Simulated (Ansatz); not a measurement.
# Ti₅Al₂C₃ under pressure: fit and missing row

Ti₅Al₂C₃, R-3m, a = 3.064 Å, c = 48.520 Å. The structure is a Materials Project entry; whether it is the stable form wasn't checked. Ansatz: r2SCAN, PAW, 500 eV, Γ-centred 12×12×12 mesh on 10 atoms, Gaussian smearing 0.10 eV; no spin polarisation. Cell and atoms are relaxed at each pressure, and no other structure is tried, so the rows at high pressure may lie past a change of phase.

| V (Å³/atom) | P (GPa) |
| --- | --- |
| ? | 25.00 |
| 12.306 | 12.00 |
| 12.833 | 4.00 |
| 13.063 | 1.01 |
| 13.146 | 0.00 |
| 13.232 | -1.00 |

Problem. Take V0 = 13.146 Å³/atom, fit the third-order Birch–Murnaghan form to the other rows, and predict the missing volume.

Solution. With the Eulerian strain f = ½[(V0/V)^(2/3) − 1] and y = P/[3f(1 + 2f)^(5/2)], the form is the line y = B0 + 1.5 B0 (B0′ − 4) f. Rows (f, y): 0.02250, 159.3; 0.00810, 158.1; 0.00212, 157.1; -0.00217, 155.3. Means f = 0.007638, y = 157.45; Σ(Δf)² = 0.0003477, ΣΔfΔy = 0.05081; the slope is their ratio. y = 156.3 + 146.1 f GPa, so B0 = 156.3 GPa and B0′ = 4 + 2 × (146.1)/(3 × 156.3) = 4.62. P = 25.00 GPa is met at f = 0.04195 (y = 162.43), so V = V0 (1 + 2f)^(−3/2) = 11.650 Å³/atom. The run gave 11.633 Å³/atom, so the fit is 0.017 Å³/atom too high, 1.1 % of the span of the series, against an rms of 0.001 Å³/atom on the fitted rows. The row lies outside the fitted range. A fourth-order term fitted to the same rows gives P = 24.21 GPa at this row's volume (the line 25.38, the run 25.00), no gain. With a term in f² added B0′ becomes 5.39, so this figure hangs on the form.